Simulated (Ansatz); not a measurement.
A trial form of Ge3PtS4

Method: Ansatz, DFT PBE, scalar-relativistic, plane waves, PAW. Cutoff 420 eV, Gaussian smearing, Γ-centred meshes. Cell and atoms relax on a converged mesh. In metals the finer mesh still leaves noise of several meV/atom or more. The steps can't lower the symmetry of their start. No spin polarisation in the relaxation; trial moments died out in a coarse test.

Recipe of this trial structure of Ge3PtS4: ordered mixture on the cation sites of caesium chloride (Im-3m, No. 229) (occupants of the shared sites, in ratio, Ge: 3, Pt: 1). Its size is a rough estimate.

```yaml
crystal:
  lattice:
    - [-3.25477, 3.25477, 3.25477]
    - [3.25477, -3.25477, 3.25477]
    - [3.25477, 3.25477, -3.25477]
  atoms:
    - { symbol: Ge, position: [0.00000, 0.50000, 0.50000] }
    - { symbol: Ge, position: [0.50000, 0.00000, 0.50000] }
    - { symbol: Ge, position: [0.50000, 0.50000, 0.00000] }
    - { symbol: Pt, position: [0.00000, 0.00000, 0.00000] }
    - { symbol: S, position: [0.50000, 0.00000, 0.00000] }
    - { symbol: S, position: [0.00000, 0.50000, 0.00000] }
    - { symbol: S, position: [0.00000, 0.00000, 0.50000] }
    - { symbol: S, position: [0.50000, 0.50000, 0.50000] }
```

The zero of energy is the elements' standard structures at the same level; no fitted shifts are applied.

Problem. Which structure results?

Solution. The symmetry stays Im-3m (No. 229). The volume per atom stays near 17.3 Å³. The shortest distance stays 2.82 Å (Ge–S and Pt–S). Conventional cell: a = 6.514 Å. Around Ge lie 8 S at 2.82 Å, 2 Pt at 3.26 Å and 4 Ge at 3.26 Å; around Pt lie 8 S at 2.82 Å and 6 Ge at 3.26 Å; S is surrounded by 2 Pt at 2.82 Å, 6 Ge at 2.82 Å and 6 S at 3.26 Å.

```yaml
crystal:
  lattice:
    - [-3.25697, 3.25697, 3.25697]
    - [3.25697, -3.25697, 3.25697]
    - [3.25697, 3.25697, -3.25697]
  atoms:
    - { symbol: Ge, position: [0.00000, 0.50000, 0.50000] }
    - { symbol: Ge, position: [0.50000, 0.00000, 0.50000] }
    - { symbol: Ge, position: [0.50000, 0.50000, 0.00000] }
    - { symbol: Pt, position: [0.00000, 0.00000, 0.00000] }
    - { symbol: S, position: [0.50000, 0.00000, 0.00000] }
    - { symbol: S, position: [0.00000, 0.50000, 0.00000] }
    - { symbol: S, position: [0.00000, 0.00000, 0.50000] }
    - { symbol: S, position: [0.50000, 0.50000, 0.50000] }
```

Problem. How does it come out in energy, and is it a metal?

Solution. The energy over the elements is +0.25 eV/atom and the gap on the 8×8×8 mesh of the 8-atom cell is 0 eV (a metal).

The separate elements lie lower, so it is unstable against them.

The last run used Gaussian smearing of 0.10 eV. These runs have no spin–orbit coupling, which can matter for Pt. The reference form of S is held partly by dispersion forces, which this level lacks. Symmetry constrained the relaxation, so the result can be a saddle point. In all, the 2 runs took 41 s on 1 thread of Arm Neoverse V2, with other jobs on the host.
